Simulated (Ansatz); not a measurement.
Nb$_{3}$In:
```
CELL_PARAMETERS angstrom
      5.30704     0.00000     0.00000
      0.00000     5.30704     0.00000
      0.00000     0.00000     5.30704
ATOMIC_POSITIONS crystal
  Nb 0.25000 0.00000 0.50000
  Nb 0.50000 0.75000 0.00000
  Nb 0.75000 0.00000 0.50000
  Nb 0.50000 0.25000 0.00000
  Nb 0.00000 0.50000 0.75000
  Nb 0.00000 0.50000 0.25000
  In 0.00000 0.00000 0.00000
  In 0.50000 0.50000 0.50000
```

Relaxed with r²SCAN. Special points in fractions of this cell's reciprocal vectors: Γ (0.000, 0.000, 0.000); X (0.000, 0.500, 0.000); M (0.500, 0.500, 0.000); R (0.500, 0.500, 0.500).

Question: List the band energies nearest the Fermi level at these points for r²SCAN in the plane-wave PAW code Ansatz.

Answer: In eV from the Fermi level; about four levels below and three above (degenerate sets whole), none deeper than 8.9 eV; points with the same levels are listed once.

```tsv
k	below	above
Γ	-0.47 -0.47 -0.47 -0.03 -0.03	2.59 2.59 2.59
X	-0.78 -0.78 -0.31 -0.31	1.68 1.68 2.42 2.42
M	-1.98 -1.98 -1.91 -1.68 -0.96	0.19 0.19 0.28 0.28
R	-1.30 -1.30 -1.30 -1.30 -1.30 -1.30	0.21 0.21 0.21 0.21 0.21 0.21
```

Space group Pm-3n (A15 (Cr3Si type)). The workflow started from an entry of the Crystallography Open Database (COD). Its standing as an ambient phase is unchecked. Symmetry was held in the r²SCAN relaxation; its stability against distortions is not shown here. No spin polarisation was allowed. Scalar-relativistic: spin–orbit coupling is off unless named, which matters more the heavier the elements.

Potentials: the later of the program's two PAW sets.
